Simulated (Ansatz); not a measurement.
**How far is PAW off for ScGa$_{3}$?**

```
Sc Ga
1.0
     4.09500    0.00000    0.00000
     0.00000    4.09500    0.00000
     0.00000    0.00000    4.09500
Sc Ga
1 3
Direct
  0.00000 0.00000 0.00000
  0.00000 0.50000 0.50000
  0.50000 0.00000 0.50000
  0.50000 0.50000 0.00000
```

Atoms are numbered in the order listed.

The geometry is COD entry 1523115, unchecked; take it as a test cell.

All numbers are computed: DFT, LDA, PAW with Ansatz's default frozen-core files, scalar-relativistic (Ansatz 0.2.0); DFT, LDA, all-electron PAW with datasets made for the crystal, scalar-relativistic (Ansatz 0.2.0); DFT, LDA, all-electron LAPW, scalar-relativistic (Ansatz 0.2.0).

For PAW: a Γ-centred 9×9×9 k mesh, Fermi–Dirac smearing of 0.05 eV, cutoff 420 eV, no spin polarisation; the PAW files were made with PBE, and the program remakes their frozen cores for this functional. The crystal-made all-electron datasets (AE datasets) take a cutoff of 240 eV at this cell. LAPW targets a basis error of 1 meV/atom. The Ansatz runs share mesh, smearing and spin set-up. Plane-wave (PAW) pressures include the program's estimate of the Pulay term.

Stress and pressure are positive in compression.

In a metal, gradients converge slowly with the k mesh: the values move by tens of per cent from one mesh to another, at times in sign, so only the comparison on one mesh counts.

Levels count from the Fermi level.

```json
{"quantity": "pressure (GPa)", "PAW": "-5.47", "AE datasets": "-5.44", "LAPW": "-5.44"}
{"quantity": "highest filled level at Γ (eV)", "PAW": "-1.911", "AE datasets": "-1.909", "LAPW": "-1.909"}
{"quantity": "lowest empty level at Γ (eV)", "PAW": "1.700", "AE datasets": "1.700", "LAPW": "1.700"}
{"quantity": "highest filled level at R (eV)", "PAW": "-2.995", "AE datasets": "-2.992", "LAPW": "-2.992"}
{"quantity": "lowest empty level at R (eV)", "PAW": "2.340", "AE datasets": "2.345", "LAPW": "2.345"}
{"quantity": "highest filled level at X (eV)", "PAW": "-1.174", "AE datasets": "-1.173", "LAPW": "-1.173"}
{"quantity": "lowest empty level at X (eV)", "PAW": "1.498", "AE datasets": "1.500", "LAPW": "1.500"}
{"quantity": "field gradient Vzz at Ga2 (10²¹ V/m²)", "PAW": "6.54", "AE datasets": "6.54", "LAPW": "–"}
```
